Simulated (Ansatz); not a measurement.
Ti2O3:
```cif
data_O18Ti12
_chemical_formula_sum 'Ti12 O18'
_space_group_name_H-M_alt 'R-3c :H'
_space_group_IT_number 167
_space_group_name_Hall '-R 3 2"c'
_cell_length_a 5.04072
_cell_length_b 5.04072
_cell_length_c 13.86930
_cell_angle_alpha 90.000
_cell_angle_beta 90.000
_cell_angle_gamma 120.000
loop_
_atom_site_label
_atom_site_type_symbol
_atom_site_symmetry_multiplicity
_atom_site_Wyckoff_symbol
_atom_site_fract_x
_atom_site_fract_y
_atom_site_fract_z
_atom_site_occupancy
Ti1 Ti 12 c 0.00000 0.00000 0.15462 1
O1 O 18 e 0.31171 0.31171 0.75000 1
```
(The calculation used a cell of 10 atoms; values per cell refer to that cell.)

Relaxed at zero pressure with plane-wave PAW PBEsol (Ansatz code).

**Question.** The volume is raised by 9 % and shape and atoms relax at that volume. What pressure results, and how do the axes share the change?

**Answer.** -16.4 GPa; a 2.8 %, b 2.8 %, c 3.1 %; the energy rises by 51 meV/atom.

**Question.** Give the new structure.

**Answer.** 
Space group R-3c, hexagonal axes (No. 167); a = 5.183 Å, b = 5.183 Å, c = 14.299 Å, α = 90.00°, β = 90.00°, γ = 120.00°

```
atom  site  symmetry       x       y       z
----  ----  --------  ------  ------  ------
Ti     12c        3.  0.0000  0.0000  0.1559
O      18e        .2  0.3079  0.3079  0.7500
```

The phase is kept; no other phase was compared at this pressure.

The first step of the workflow began from a Materials Project structure, measured or hypothetical; the Crystallography Open Database files this formula in space group No. 167, but the cells were not matched. Whether it is the stable phase at ambient conditions was not checked. The cell was relaxed with PBEsol under the symmetry of its start; whether a distortion lowers the energy is not shown. No spin polarisation was allowed.

Potentials: the later of the program's two PAW sets.
